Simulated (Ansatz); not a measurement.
Relaxed-ion elastic tensor of ZrO₂ in space group P4_2/nmc (No. 137; Zr on 2a, O on 4d) in GPa (Voigt order), the program Ansatz at the PBEsol level (PAW); density 6.15 g/cm³, 11.09 Å³ per atom.

```tsv
	1	2	3	4	5	6
1	371	224	64.8	0.0	0.0	0.0
2	224	371	64.8	0.0	0.0	0.0
3	64.8	64.8	307	0.0	0.0	0.0
4	0.0	0.0	0.0	31.6	0.0	0.0
5	0.0	0.0	0.0	0.0	31.6	0.0
6	0.0	0.0	0.0	0.0	0.0	169
```

Q: Is the crystal mechanically stable?

A: Yes: the smallest eigenvalue of C is 31.6 GPa.

Q: Work out the Voigt, Reuss and Hill averages.

A: K_V = 195, K_R = 183, K_H = 189; G_V = 92.8, G_R = 55.9, G_H = 74.3 GPa.

Q: Give Young's modulus, Poisson's ratio, Pugh's ratio and the universal anisotropy index.

A: E = 9KG/(3K + G) = 197 GPa; ν = 0.33; K/G = 2.55 (ductile by the Pugh limit of 1.75); A_U = 5G_V/G_R + K_V/K_R − 6 = 3.37.

Q: Estimate the sound speeds and the Debye temperature.

A: v_l = √((K + 4G/3)/ρ) = 6850 m/s, v_t = √(G/ρ) = 3480 m/s, mean 3900 m/s; Θ = (h/k)(3n/4πV)^(1/3) v_m = 520 K.

Q: Solve the Christoffel equation for the three sound speeds along x, y, z.

A: Eigenvalues of C_ijkl n_j n_l equal ρv². In km/s, slowest first: x 2.27, 5.24, 7.76; y 2.27, 5.24, 7.76; z 2.27, 2.27, 7.07.

Q: How much does each axis shrink under pressure?

A: Linear compressibilities β_i = Σ_j S_ij (j = 1 to 3): x 1.4, y 1.4, z 2.7 per TPa.

This is a known high-temperature phase of the composition, computed here at zero pressure and temperature. The PBEsol relaxation kept the symmetry of its start; its stability against distortions is not shown here. No spin polarisation was allowed.

Potentials: the later of the program's two PAW sets.
